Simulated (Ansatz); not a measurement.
MgTe:
```
CELL_PARAMETERS angstrom
      4.56105     0.00000     0.00000
     -2.28052     3.94998     0.00000
      0.00000     0.00000     7.41131
ATOMIC_POSITIONS crystal
  Mg 0.66667 0.33333 0.00101
  Mg 0.33333 0.66667 0.50101
  Te 0.66667 0.33333 0.62419
  Te 0.33333 0.66667 0.12419
```

PBEsol (plane waves, PAW; program Ansatz) gives a gap of 2.39 eV without spin–orbit coupling, maximum at Γ, minimum at Γ.

Task: What happens when spin–orbit coupling is switched on?

Result: The gap shrinks by 0.27 eV, to 2.12 eV; maximum at Γ, minimum at Γ.

Task: Give the electron effective mass with spin–orbit coupling.

Result: 0.15, 0.17, 0.17 mₑ (principal values).

Space group P6_3mc (wurtzite). Symmetry was held in the PBEsol relaxation.

Potentials: the later of the program's two PAW sets.
